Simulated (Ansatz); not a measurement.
**What a trial cell of Al3BN2 relaxes into**

Theory: DFT PBE, scalar-relativistic, plane waves, PAW in Ansatz 0.2.0. Cutoff 420 eV, Gaussian smearing, Γ-centred meshes. Cell and atoms relax first on a coarse mesh and then on a finer one. In between, the cell is made exact in the group found at 0.06 Å. In metals the finer mesh still leaves noise of several meV/atom or more. The steps can't lower the symmetry of their start. No spin polarisation in the relaxation; trial moments died out in a coarse test.

Recipe of this trial structure of Al3BN2: random cell by space group and Wyckoff sites (I4/mmm, No. 139). Lengths were set from tabulated atomic sizes, so they are only a guess.

```xyz
6
Lattice="-2.2191 2.2191 4.1391 2.2191 -2.2191 4.1391 2.2191 2.2191 -4.1391" Properties=species:S:1:pos:R:3 pbc="T T T"
Al    0.0000    2.2191    0.0000
Al    2.2191    0.0000    0.0000
Al    0.0000    0.0000    0.0000
B     0.0000    0.0000    4.1391
N     0.0000    0.0000    2.6691
N     0.0000    0.0000    5.6091
```

The zero of energy is the elements' standard structures at the same level (N₂ as a molecule); no fitted shifts are applied.

Problem. Which structure results?

Solution. The symmetry stays I4/mmm (No. 139). The volume per atom grows by 15.2 %, from 13.6 to 15.7 Å³. The shortest distance goes from 1.47 Å (B–N) to 1.34 Å (B–N). The ratio c/a of the conventional cell changes by a factor of 0.63. The energy falls by about 0.81 eV/atom (the start's value is from the coarse mesh). Conventional cell: a = 5.436 Å, c = 6.359 Å. Around Al on a site of symmetry mmm lie 2 Al at 2.72 Å, 2 B at 2.72 Å, 4 N at 3.03 Å, 2 Al at 3.18 Å and 4 N at 3.28 Å; around Al on a site of symmetry 4/mmm lie 2 N at 1.84 Å and 4 Al at 2.72 Å; around B lie 2 N at 1.34 Å and 4 Al at 2.72 Å; N has 1 B at 1.34 Å, 1 Al at 1.84 Å, 1 N at 2.67 Å, 4 Al at 3.03 Å and 4 Al at 3.28 Å.

```cif
data_structure
_symmetry_space_group_name_H-M 'P 1'
_symmetry_Int_Tables_number 1
_cell_length_a 4.9884
_cell_length_b 4.9884
_cell_length_c 4.9884
_cell_angle_alpha 113.967
_cell_angle_beta 113.967
_cell_angle_gamma 100.812
_cell_volume 93.95
loop_
_atom_site_label
_atom_site_type_symbol
_atom_site_fract_x
_atom_site_fract_y
_atom_site_fract_z
_atom_site_occupancy
Al1 Al 0.50000 0.00000 0.50000 1
Al2 Al 0.00000 0.50000 0.50000 1
Al3 Al 0.00000 0.00000 0.00000 1
B1 B 0.50000 0.50000 0.00000 1
N1 N 0.29001 0.29001 0.00000 1
N2 N 0.70999 0.70999 0.00000 1
```

Problem. How does it come out in energy, and is it a metal?

Solution.

| Item | Value |
| --- | --- |
| Formation energy | +0.31 eV/atom |
| Gap on the 10×10×10 mesh of the 6-atom cell | 0 eV (a metal) |

A positive value: parting into the elements would lower its energy.

The last run used Gaussian smearing of 0.10 eV. Symmetry constrained the relaxation, so the result can be a saddle point. In all, the 3 runs took 120 s on 1 thread of Intel(R) Xeon(R) Processor @ 2.70GHz, with other jobs on the host. Another cell of Al3BN2 relaxed alike, in P-3m1, lies 0.90 eV/atom lower, so this cell isn't the stable form at this level.
